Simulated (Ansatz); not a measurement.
BaTiO₃, a database entry at a rescaled volume

```
Ba Ti O
1.0
     4.02214    4.02214    0.00000
     4.02214   -4.02214    0.00000
     0.00000    0.00000    4.02214
Ba Ti O
2 2 6
Cartesian
  0.0000 0.0000 0.0000
  4.0221 0.0000 0.0000
  2.0111 -2.0111 2.0111
  2.0111 2.0111 2.0111
  2.0111 -2.0111 0.0000
  2.0111 2.0111 0.0000
  4.0221 -2.0111 2.0111
  4.0221 2.0111 2.0111
  2.0111 0.0000 2.0111
  6.0332 0.0000 2.0111
```

Level: r2SCAN, no spin polarisation; 500 eV; 5×5×6 Γ-centred mesh; cold occupations (width 0.0366 eV); Ansatz 0.2.0, fixed geometry.

**Question.** Describe some of the short contacts.

**Answer.** Ti–O at 2.01 Å: least valence density 0.61 e/Å³ and ELF 0.19 there. Ba–O at 2.84 Å: least valence density 0.17 e/Å³ and ELF 0.08 there, a closed-shell (ionic or weak) contact. These are pseudo-fields; inside the PAW spheres they differ from the all-electron ones.

**Question.** Is the cell too large or too small?

**Answer.** The pressure is -3.6 GPa (compression positive), so with the atoms held at these fractions the cell would first shrink.

**Question.** What is the character of the valence top and the conduction bottom?

**Answer.** Within 0.7 eV of the edges, the states project mainly on O p (94 %) below the gap and on Ti d (91 %) above it.

**Question.** What is the band gap?

**Answer.** The gap is 2.12 eV, indirect (the least direct gap found is 2.17 eV). A semilocal functional usually gives too small a gap.

Origin: a database entry at a rescaled volume.
